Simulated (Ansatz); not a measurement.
This In₃S₂ structure is the end of a relaxation. The cell was found from a structure generator's guess, not taken from experiment.

Computed with Ansatz, DFT PBE, scalar-relativistic, plane waves, PAW. Cutoff 420 eV, Γ-centred mesh, Gaussian smearing, no spin polarisation.

```xyz
5
Lattice="4.2547 0.0000 0.0000 0.0000 4.2547 0.0000 0.0000 0.0000 7.6981" Properties=species:S:1:pos:R:3 pbc="T T T"
In    0.0000    0.0000    0.0000
In    0.0000    0.0000    3.8490
In    2.1274    2.1274    3.8490
S     2.1274    2.1274    1.4092
S     2.1274    2.1274    6.2889
```

The zero of energy is the elements' standard structures at the same level; no fitted shifts are applied.

Question: What space group does it have?

Answer: P4/mmm (No. 123). Conventional cell: a = 4.255 Å, c = 7.698 Å. In on its first site has 8 S at 3.32 Å; In on its second site is surrounded by 4 In at 3.01 Å; In on its third site has 2 S at 2.44 Å and 4 In at 3.01 Å; around S lie 1 In at 2.44 Å, 1 S at 2.82 Å and 4 In at 3.32 Å.

Question: How far does it lie from the elements in energy?

Answer: +0.05 eV/atom. The separate elements lie lower, so it is unstable against them.

Question: Is it a metal?

Answer: Yes, bands cross the Fermi level on the 10×10×6 mesh.

The last run used a 10×10×6 mesh (in the run's order of axes) for its 5-atom cell and Gaussian smearing of 0.10 eV. An odd number of electrons in the primitive cell allows no gap without spin; a larger cell or a magnetic state could open one. The reference form of S is held partly by dispersion forces, which this level lacks. Symmetry constrained the relaxation, so the result can be a saddle point.
